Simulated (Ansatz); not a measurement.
Ag₂O in space group Pn-3m (No. 224; Ag on 4c, O on 2a) at seven volumes, DFT-PBE in the program Ansatz with PAW potentials, scaled uniformly. One row is withheld.

```json
[
 {"V (Å³/atom)": "16.900", "P (GPa)": "8.46"},
 {"V (Å³/atom)": "17.457", "P (GPa)": "5.10"},
 {"V (Å³/atom)": "18.014", "P (GPa)": "2.31"},
 {"V (Å³/atom)": "18.571", "P (GPa)": "0.00"},
 {"V (Å³/atom)": "19.128", "P (GPa)": "-1.92"},
 {"V (Å³/atom)": "19.685", "P (GPa)": "-3.50"},
 {"V (Å³/atom)": "20.243", "P (GPa)": "?"}
]
```

### Question
Fit the shown pressures and predict the withheld one.

### Answer
P = (3/2)B₀(x^(7/2) − x^(5/2))[1 + (3/4)(B′ − 4)(x − 1)] with x = (V₀/V)^(2/3). Least squares on the six rows gives V₀ = 18.571 Å³/atom, B₀ = 70.0 GPa, B′ = 5.25. At V = 20.243, x = 0.9441 and P = -4.81 GPa. The run itself gave -4.82 GPa.

The cell was relaxed with PBE under the symmetry of its start; of distortions, only those at the zone centre were tested. The run is not spin-polarised.

Potentials: the later of the program's two PAW sets.
